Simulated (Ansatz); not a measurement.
The elements of this relaxed trial crystal are hidden behind letters.

```
lattice vectors (Å)
   3.8573    2.2270    1.3627
  -3.8573    2.2270    1.3627
   0.0000   -4.4540    1.3627
fractional positions
X 0.0000 0.0000 0.0000
Z 0.0000 0.0000 0.5000
Z 0.5000 0.0000 0.0000
Z 0.0000 0.5000 0.0000
```

Level of theory: DFT PBE, scalar-relativistic, plane waves, PAW (Ansatz 0.2.0). The final run on the 4-atom cell used 420 eV, a Γ-centred 12×12×12 mesh, 0.10 eV smearing and no spin polarisation.

```
Space group                                 : R-3m (No. 166)
Conventional cell                           : a = 7.715 Å, c = 4.088 Å
Volume per atom                             : 17.56 Å³
Density                                     : 2.44 g/cm³
Energy over the elements                    : +0.06 eV/atom
Gap on the 12×12×12 mesh of the 4-atom cell : 0 eV (a metal)
```

Energies are uncorrected and count from the elements' standard states at the same level.

Problem. X is an s-block element of period 2 and Z is a p-block element of period 3. Which elements are they?

Solution. X = Li, Z = S, so the formula is LiS3. Density times volume gives a mean mass of 2.44 × 17.56/1.6605 = 25.8 u per atom, and this set has 25.8 u. Among the elements that the hints allow, noble gases aside, only these give it. Li has 6 S at 2.33 Å; S has 2 Li at 2.33 Å and 4 S at 2.61 Å.

An odd number of electrons in the primitive cell allows no gap without spin; a larger cell or a magnetic state could open one. The cell is a metal run without spin; a magnetic state may lie lower. A structure relaxed within its symmetry needn't be a true minimum.
